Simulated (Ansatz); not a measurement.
# Cs₂P₃: reading a single point

```
CELL_PARAMETERS angstrom
-5.04599 0.00000 4.77578
5.04599 0.00000 4.77578
0.00000 7.58974 4.77578
ATOMIC_POSITIONS crystal
Cs 0.75000 0.25000 0.50000
Cs 0.25000 0.75000 0.50000
P 0.12460 0.12460 0.14240
P 0.26700 0.26700 0.85760
P 0.87540 0.87540 0.85760
P 0.73300 0.73300 0.14240
P 0.85650 0.85650 0.28700
P 0.14350 0.14350 0.71300
Cs 0.71227 0.28773 0.00000
Cs 0.28773 0.71227 0.00000
```

Level: r2SCAN, no spin polarisation; 500 eV; 4×4×4 Γ-centred mesh; fermi-dirac occupations (width 0.0332 eV); Ansatz 0.2.0, fixed geometry.

**Electronic structure.** The gap is 1.05 eV, direct at the points sampled.
**Stress.** The pressure is -0.4 GPa (compression positive), so with the atoms held at these fractions the cell is close to zero pressure.
**Charges.** Bader charges in e: Cs +0.77, P -0.51. In the mean Cs gives up most and P takes most.
**Formation energy.** -0.61 eV an atom against the elements' usual phases (free molecules for gases, crystals otherwise, with no correction for O₂ or N₂), so it is bound against them; other compounds may still compete. Relaxing would lower it.
**Band edges.** Within 0.7 eV of the edges, the states project mainly on P p (89 %) below the gap and on P p (63 %) above it.
**Forces.** The largest is on P7 (and as large on other atoms): 0.18 eV/Å, components (0.00, -0.18, 0.00). It makes 60° with the line to a nearest neighbour, P3 at 2.17 Å.

Origin: a database entry at a rescaled volume.
